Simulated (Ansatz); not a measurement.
The elements of this relaxed trial crystal are hidden behind letters.

```
lattice vectors (Å)
   4.8833    0.0000    0.0000
  -2.4416    4.2290    0.0000
   0.0000    0.0000    3.7696
fractional positions
X 0.5000 0.0000 0.5000
X 0.5000 0.5000 0.5000
X 0.0000 0.5000 0.5000
Z 0.3333 0.6667 0.0000
Z 0.6667 0.3333 0.0000
Q 0.0000 0.0000 0.0000
```

Level of theory: DFT PBE, scalar-relativistic, plane waves, PAW in Ansatz 0.2.0. Cutoff 420 eV, Γ-centred 9×9×10 mesh (6-atom cell), Gaussian smearing of 0.10 eV, no spin polarisation.

* Space group: P6/mmm (No. 191)
* Conventional cell: a = 4.883 Å, c = 3.770 Å
* Volume per atom: 12.97 Å³
* Density: 5.80 g/cm³
* Formation energy: −0.04 eV/atom
* Gap on the 9×9×10 mesh of the 6-atom cell: 0 eV (a metal)

Energies are uncorrected and count from the elements' standard states at the same level.

Question: X is an s-block element of period 2, Z is a d-block element of period 5 and Q is a p-block element of period 3. Which elements are they?

Answer: X = Be, Z = Pd, Q = S, so the formula is Be3Pd2S. Density times volume gives a mean mass of 5.80 × 12.97/1.6605 = 45.3 u per atom, and this set has 45.3 u. Be has 4 Pd at 2.35 Å, 4 Be at 2.44 Å and 4 S at 3.08 Å; Pd is surrounded by 6 Be at 2.35 Å, 3 Pd at 2.82 Å and 3 S at 2.82 Å; S is surrounded by 6 Pd at 2.82 Å and 12 Be at 3.08 Å. Other sets within the hints have nearly the same mass, so mass alone doesn't settle it; this one was computed.

Symmetry constrained the relaxation, so the result can be a saddle point.
